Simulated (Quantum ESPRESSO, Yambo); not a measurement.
LiBr (wurtzite, space group P6_3mc, No. 186) under biaxial strain of -1 % along x and y, z relaxed. The PBEsol cell relaxed from Materials Project entry mp-976280 was given a biaxial strain of -1 % along x and y, z relaxed, and the atoms were relaxed again. Chain: PBEsol (Quantum ESPRESSO, PseudoDojo norm-conserving, 74 Ry, without SOC); G0W0 in Yambo (3×3×2 Γ-centred k mesh, bands 3 to 175 and a 8 Ry block in the screening, 175 bands in G with the Bruneval-Gonze terminator, plasmon pole fitted at 27.2 eV); BSE (9×9×4 mesh, 6 valence and 4 conduction bands, static screening with 46 bands and a 4 Ry block, scissor 2.59 eV, Tamm-Dancoff).

The PBEsol gap (dense path) comes out as 4.90 eV. The PBEsol gap Γ → Γ on the GW mesh comes out as 4.90 eV, the PBEsol smallest direct gap on the GW mesh, at Γ is 4.90 eV and the G0W0 direct gap at that point is 7.49 eV. The G0W0 correction to the gap Γ → Γ is 2.59 eV and the lowest exciton comes out as no binding energy given (see below). The RPA electronic dielectric constant along x comes out as 2.62 (9×9×4 mesh, PBEsol bands).

Rough cost of the Yambo steps against G0W0 for 6 states: BSE about 5×, one RPA spectrum about 1/3.

Convergence of the G0W0 settings was not tested. The k mesh is coarse. The BSE states are vertical excitations (zero momentum). Convergence of the RPA response with its 9×9×4 mesh was not tested. The lowest state covers only about 8 of the 324 k points, so the mesh doesn't resolve it: its energy and its distance from the direct gap are mesh artefacts. An extended exciton needs a far denser mesh. Axes are Cartesian, with cell vectors (Å) (4.09, 0.00, 0.00), (-2.05, 3.54, 0.00), (0.00, 0.00, 6.68).

Spin-orbit splittings are left out.

This is not the ordinary phase of the substance; no match was found in the copy of COD used, and its stability was not checked.
